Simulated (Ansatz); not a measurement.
VBiO4 in space group C2 (No. 5; V on 2a, Bi on 2b, O on 4c, O on 4c), DFT-PBEsol in the program Ansatz with PAW potentials, all energies at zero smearing, with the estimated change up to a 700 eV cutoff added, with one set of potentials and settings (totals compare only within such a set). Cell of 6 atoms (1 V, 1 Bi, 4 O): -17372.172 eV.

```
element                            reference phase  E (eV/atom)
-------  -----------------------------------------  -----------
V                       Im-3m, 1 atoms in the cell   -2885.2930
Bi                       R-3m, 2 atoms in the cell  -12242.0039
O        C2/m, 4 atoms in the cell, spin-polarised    -558.3554
```

Formation energy per atom, worked out: (-17372.172 − 1×(-2885.2930) − 1×(-12242.0039) − 4×(-558.3554))/6 = -1.909 eV/atom (-184 kJ per mol of atoms), at 0 K, without zero-point energy or fitted corrections.

The first step of the workflow began from a Materials Project structure, measured or hypothetical; the Crystallography Open Database copy checked does not list it. It is not the phase usual at ambient conditions (space group No. 88). The PBEsol relaxation kept the symmetry of its start; its stability against distortions is not shown here. The run is not spin-polarised. No Hubbard U is applied. The references are the lowest solids computed at this level, not always the standard phases (solids in place of the gases). Scalar-relativistic: spin–orbit coupling is off unless named, which matters more the heavier the elements.

Potentials: the later of the program's two PAW sets.
